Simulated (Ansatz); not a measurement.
CdPd, DFT, PBEsol, all-electron PAW with datasets made for the crystal, scalar-relativistic (Ansatz 0.2.0), run on 1 thread of Intel(R) Xeon(R) Platinum 8488C (Sapphire Rapids) on a shared host.

The cell comes from COD entry 1524979, which wasn't checked; take it as a given geometry. The listed cell was then made from it by scaling, straining or moving an atom.

Command: `ansatz run input.yaml --threads 1 --pin off --max-ram 3072MiB --backend cpu --events-out ev --progress --plain --runs-dir out`

```yaml
crystal:
  lattice:
    - [3.0276, 0.0, 0.0]
    - [0.0, 3.0276, 0.0]
    - [0.0, 0.0, 3.59469]
  atoms:
    - { symbol: Cd, position: [0.0, 0.0, 0.0] }
    - { symbol: Pd, position: [0.5, 0.5, 0.5] }
kpoints:
  mp_grid: { grid: [11, 11, 9] }
scf:
  occupations: { method: fermi_dirac, width: 0.05 }
hamiltonian:
  xc: pbesol
  pseudopotentials: { kind: all_electron, datasets: crystal }
output:
  forces: true
  stress: true
  eigenvalues: true
  efg: { contact_densities: true }
```

Q: How large is the problem that the program sets up?

A: 105 irreducible k-points, 309 plane waves at Γ, 15 bands.

Q: Estimate the wall time and the peak memory.

A: 16 s of wall time for 9 SCF iterations, with a peak of 0.65 GiB. Times on shared machines scatter by tens of per cent.

Q: And the same cell and mesh by PAW (frozen-core files), asked for forces, stress, eigenvalues, efg, on the same hardware?

A: 4.7 s, peak memory 0.45 GiB.
